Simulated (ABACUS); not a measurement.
# Refining one setting for CsPbBr₃ (I4/mcm, 20 atoms in the cell; from Materials Project mp-1014168)

```yaml
crystal:
  lattice:
    - [8.19814, 0.00000, 0.00000]
    - [0.00000, 8.19814, 0.00000]
    - [0.00000, 0.00000, 12.08583]
  atoms:
    - { symbol: Cs, position: [0.00000, 0.50000, 0.25000] }
    - { symbol: Cs, position: [0.50000, 0.00000, 0.25000] }
    - { symbol: Cs, position: [0.50000, 0.00000, 0.75000] }
    - { symbol: Cs, position: [0.00000, 0.50000, 0.75000] }
    - { symbol: Pb, position: [0.00000, 0.00000, 0.00000] }
    - { symbol: Pb, position: [0.50000, 0.50000, 0.00000] }
    - { symbol: Pb, position: [0.50000, 0.50000, 0.50000] }
    - { symbol: Pb, position: [0.00000, 0.00000, 0.50000] }
    - { symbol: Br, position: [0.00000, 0.00000, 0.25000] }
    - { symbol: Br, position: [0.50000, 0.50000, 0.25000] }
    - { symbol: Br, position: [0.18452, 0.68452, 0.00000] }
    - { symbol: Br, position: [0.81548, 0.31548, 0.00000] }
    - { symbol: Br, position: [0.31548, 0.18452, 0.00000] }
    - { symbol: Br, position: [0.68452, 0.81548, 0.00000] }
    - { symbol: Br, position: [0.50000, 0.50000, 0.75000] }
    - { symbol: Br, position: [0.00000, 0.00000, 0.75000] }
    - { symbol: Br, position: [0.68452, 0.18452, 0.50000] }
    - { symbol: Br, position: [0.31548, 0.81548, 0.50000] }
    - { symbol: Br, position: [0.81548, 0.68452, 0.50000] }
    - { symbol: Br, position: [0.18452, 0.31548, 0.50000] }
```

Level of theory: LDA (PW92), numerical atomic orbitals TZP (confined pseudo-atomic orbitals with Gaussian additions; energy shift 0.01 Ry), PseudoDojo 0.4 standard norm-conserving LDA (tails mended) pseudopotentials in ABACUS.

Spin-orbit coupling is left out, which matters for bands and gaps with elements this heavy. The atom-centred basis is finite, which shifts total energies and pressures against plane waves. The structure comes from a collection of computed structures, made at another level of theory; the collection holds predicted forms beside known ones.

Held fixed: basis = TZP numerical atomic orbitals, energy shift 0.01 Ry; basis_type = lcao; dft_functional = PWLDA; ecutwfc = 100 Ry; smearing_method = gaussian; smearing_sigma = 0.00367493 Ry; potentials = PseudoDojo 0.4 standard norm-conserving LDA (tails mended); symmetry = 1; symmetry_prec = 1e-05; ks_solver = genelpa; scf_nmax = 100; scf_thr = 1.0e-06; mixing_type = broyden; mixing_beta = 0.7.

ΔF is the free energy per atom less that of the last row (Gamma 10 10 7 0 0 0).

The series runs over KPT = Gamma 1 1 1 0 0 0; Gamma 2 2 1 0 0 0; Gamma 2 2 2 0 0 0; Gamma 3 3 2 0 0 0; Gamma 4 4 3 0 0 0; Gamma 5 5 3 0 0 0; Gamma 6 6 4 0 0 0; Gamma 7 7 5 0 0 0; Gamma 8 8 6 0 0 0; Gamma 10 10 7 0 0 0.

Task: From which setting on does the pressure stay within 0.1 GPa of the last one?

Result: From KPT = Gamma 2 2 2 0 0 0 on; the one before it is off by 0.39 GPa. The value it settles on is -3.41 GPa at this level of theory and with the other settings as held.

Task: From which setting on does the energy stay within 1 meV/atom of the last one?

Result: From KPT = Gamma 4 4 3 0 0 0 on; the one before it is off by 2.2 meV/atom.

```csv
KPT,ΔF (meV/atom),pressure (GPa),k-points,iterations
Gamma 1 1 1 0 0 0,188.8,-1.54,1,10
Gamma 2 2 1 0 0 0,44.3,-3.02,3,9
Gamma 2 2 2 0 0 0,5.9,-3.33,6,9
Gamma 3 3 2 0 0 0,2.2,-3.38,6,9
Gamma 4 4 3 0 0 0,0.20,-3.41,12,9
Gamma 5 5 3 0 0 0,0.18,-3.41,12,9
Gamma 6 6 4 0 0 0,0.02,-3.41,30,9
Gamma 7 7 5 0 0 0,0.00,-3.41,30,9
Gamma 8 8 6 0 0 0,0.00,-3.41,60,9
Gamma 10 10 7 0 0 0,0.00,-3.41,84,9
```

The atomic orbitals were generated for these runs; they are not ABACUS's published sets and were checked against plane waves on a few crystals only.

“Tails mended”: in these copies of the files the far tail of each local potential was reset to the Coulomb form.
